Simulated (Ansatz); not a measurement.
Sb (diamond, Fd-3m) at seven volumes, DFT-PBEsol in the program Ansatz with PAW potentials, scaled uniformly. One row is withheld.

| V (Å³/atom) | P (GPa) |
|---|---|
| 36.935 | ? |
| 38.153 | 2.46 |
| 39.371 | 1.13 |
| 40.588 | 0.00 |
| 41.806 | -0.97 |
| 43.024 | -1.79 |
| 44.241 | -2.51 |

**Question.** Fit the shown pressures and predict the withheld one.

**Answer.** P = (3/2)B₀(x^(7/2) − x^(5/2))[1 + (3/4)(B′ − 4)(x − 1)] with x = (V₀/V)^(2/3). Least squares on the six rows gives V₀ = 40.589 Å³/atom, B₀ = 34.9 GPa, B′ = 4.22. At V = 36.935, x = 1.0649 and P = 4.02 GPa. The run itself gave 3.98 GPa.

The start of the workflow was typed in or built on a structure type; neither database checked (COD, Materials Project) lists it. It is not the phase usual at ambient conditions (space group No. 166). The cell was relaxed with PBEsol under the symmetry of its start. At this level the phase is mechanically unstable. Scalar-relativistic: spin–orbit coupling is off unless named, which matters more the heavier the elements.

Potentials: the later of the program's two PAW sets.
